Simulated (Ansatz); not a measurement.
SiSe2 (anatase, I4_1/amd) at seven volumes, PBE (plane waves, PAW; program Ansatz), shape and atoms relaxed at each. One row is withheld.

| V (Å³/atom) | P (GPa) |
|---|---|
| 21.372 | 3.91 |
| 22.076 | 2.51 |
| 22.781 | ? |
| 23.485 | 0.00 |
| 24.190 | -1.12 |
| 24.894 | -2.12 |
| 25.599 | -2.92 |

Fit the shown pressures and predict the withheld one.

P = (3/2)B₀(x^(7/2) − x^(5/2))[1 + (3/4)(B′ − 4)(x − 1)] with x = (V₀/V)^(2/3). Least squares on the six rows gives V₀ = 23.473 Å³/atom, B₀ = 37.8 GPa, B′ = 2.29. At V = 22.781, x = 1.0201 and P = 1.17 GPa. The run itself gave 1.24 GPa.

The cell is a constructed one: a structure type filled with these elements; neither database checked (COD, Materials Project) lists it. COD files the formula under space group No. 72, so this cell is another polymorph or a model. Its standing as an ambient phase is unchecked. The cell was relaxed with PBE under the symmetry of its start; whether a distortion lowers the energy is not shown.

Potentials: the later of the program's two PAW sets.
